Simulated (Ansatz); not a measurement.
A relaxed structure of TiC is spoiled in several ways and relaxed again each time (noise and exchanges are one random draw each; squeezed and stretched starts keep its symmetry, which their runs cannot lower; pressure is positive under compression). The numbers are results of r2SCAN (plane waves to 500 eV, PAW, scalar-relativistic; Ansatz, a program for electronic structure), not measurements.

Space group Fm-3m (No. 225); a = 4.328 Å, b = 4.328 Å, c = 4.328 Å, α = 90.00°, β = 90.00°, γ = 90.00°

```json
[
 {"atom": "C", "site": "4a", "symmetry": "m-3m", "x": "0.0000", "y": "0.0000", "z": "0.0000"},
 {"atom": "Ti", "site": "4b", "symmetry": "m-3m", "x": "0.5000", "y": "0.5000", "z": "0.5000"}
]
```
(The calculation used a cell of 2 atoms; values per cell refer to that cell.)

```json
[
 {"change": "with one C and one Ti atom exchanged in a cell of 4 atoms", "first pressure (GPa)": "–", "largest first force (eV/Å)": "–", "released (eV/atom)": "1.8", "moves": "15", "outcome": "trapped higher", "final group": "R-3m", "E − E(parent) (eV/atom)": "+1.20"},
 {"change": "squeezed uniformly to 88 % of its volume", "first pressure (GPa)": "(withheld)", "largest first force (eV/Å)": "0.0", "released (eV/atom)": "(withheld)", "moves": "3", "outcome": "(withheld)", "final group": "(withheld)", "E − E(parent) (eV/atom)": "(withheld)"},
 {"change": "with every coordinate shifted by Gaussian noise of σ = 0.3 Å", "first pressure (GPa)": "–", "largest first force (eV/Å)": "–", "released (eV/atom)": "2.6", "moves": "8", "outcome": "returns to the parent", "final group": "Fm-3m", "E − E(parent) (eV/atom)": "0.00"}
]
```

### Question
What belongs in the gaps?

### Answer

- squeezed uniformly to 88 % of its volume, first pressure (GPa): 43
- squeezed uniformly to 88 % of its volume, released (eV/atom): 0.15
- squeezed uniformly to 88 % of its volume, outcome: returns to the parent
- squeezed uniformly to 88 % of its volume, final group: Fm-3m
- squeezed uniformly to 88 % of its volume, E − E(parent) (eV/atom): 0.00

First-step values come from each run's starting, coarser k-mesh (9×9×9, 10×10×10). The runs use different k-meshes, so differences are rounded accordingly. No spin polarisation in the result.
